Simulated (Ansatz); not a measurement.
One crystal and one scan (energy over volume and axial ratio) at two levels, r2SCAN (plane waves to 500 eV, PAW, scalar-relativistic; Ansatz, a first-principles code) and PBE (plane waves to 420 eV, PAW, scalar-relativistic; Ansatz), each from its own relaxed cell and on its own mesh. The cell shown is that of r2SCAN.

MgH2 (rutile)

```
CELL_PARAMETERS angstrom
      4.48445     0.00000     0.00000
      0.00000     4.48445     0.00000
      0.00000     0.00000     2.99665
ATOMIC_POSITIONS crystal
  Mg 0.50000 0.50000 0.50000
  Mg 0.00000 0.00000 0.00000
  H  0.69533 0.69533 0.00000
  H  0.30467 0.30467 0.00000
  H  0.80467 0.19533 0.50000
  H  0.19533 0.80467 0.50000
```

Two coordinates are scanned: the volume, and the ratio of the stretch along z (the conventional c axis) to the stretch across it. Atoms keep their fractional coordinates.

Energies are smeared free energies. MgH2 was relaxed with its symmetry unable to fall. As the atoms are clamped, bonds stretch with the cell, which overstates energies and stresses. Percentages come from the unrounded values.

Results of r2SCAN:

```
Quantity                                                                                      Result
--------------------------------------------------------------------------------------------  ------
Lattice constant a (Å)                                                                         4.484
Lattice constant c (Å)                                                                         2.997
Relaxed volume (Å³/atom)                                                                       10.04
Band gap of the relaxed cell, no spin-orbit coupling (eV)                                       4.38
Modulus against c/a change at fixed volume, (3/4V)·∂²E/∂(ln c/a)² (fit, atoms clamped) (GPa)      48
```

Task: What does PBE give for the same quantities?

Result: 
```tsv
quantity	PBE	r2SCAN − PBE
Lattice constant a (Å)	4.517	-0.033 (-0.7 %)
Lattice constant c (Å)	3.013	-0.016 (-0.5 %)
Relaxed volume (Å³/atom)	10.25	-0.21 (-2.0 %)
Band gap of the relaxed cell, no spin-orbit coupling (eV)	3.73	+0.65 (+18 %)
Modulus against c/a change at fixed volume, (3/4V)·∂²E/∂(ln c/a)² (fit, atoms clamped) (GPa)	43	+5 (+12 %)
```

r2SCAN gives the higher value for: band gap of the relaxed cell, no spin-orbit coupling; modulus against c/a change at fixed volume. r2SCAN gives the lower value for: lattice constant a; lattice constant c; relaxed volume.

(Under strain, the slope of the energy per volume gives the stress and its curvature an elastic modulus.)
